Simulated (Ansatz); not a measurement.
One crystal and one scan (γ-surface) at two levels, PBE (plane waves to 420 eV, PAW, scalar-relativistic; Ansatz, a program for electronic structure) and r2SCAN (plane waves to 500 eV, PAW, scalar-relativistic; Ansatz), each from its own relaxed cell and on its own mesh.

The crystal is LiF (rock salt); the crystal slips on the {100} plane by x·a + y·b in the surface cell, no atom relaxing, γ being the energy change per area.

Energies are extrapolated to zero smearing. LiF was relaxed with its symmetry unable to fall. Faults lie only 6.0 Å apart, and holding the cell height and the atoms raises γ above its relaxed value. Faults lie only 6.1 Å apart, and holding the cell height and the atoms raises γ above its relaxed value. Both scans cover x from 0.000 to 0.833 and y from 0.000 to 0.833.

```tsv
quantity	run 1	run 2
Lattice constant a (Å)	3.990	4.068
Band gap of the relaxed cell, no spin-orbit coupling (eV)	10.33	8.83
Highest γ on the easiest grid path from zero shift to a (an upper estimate of the barrier on so coarse a grid) (J/m²)	1.47	1.33
```

Task: Which run is which level?

Result: Run 2 is PBE, run 1 is r2SCAN. PBE gives the higher value for: lattice constant a. PBE gives the lower value for: band gap of the relaxed cell, no spin-orbit coupling; highest γ on the easiest grid path from zero shift to a. Both give the same local minima besides zero shift: no grid point is one. Neither level is exact: the differences show how much the result hangs on the functional.

(The slope of γ gives the shear force per area between the displaced halves; near zero shift its curvature is an elastic stiffness.)
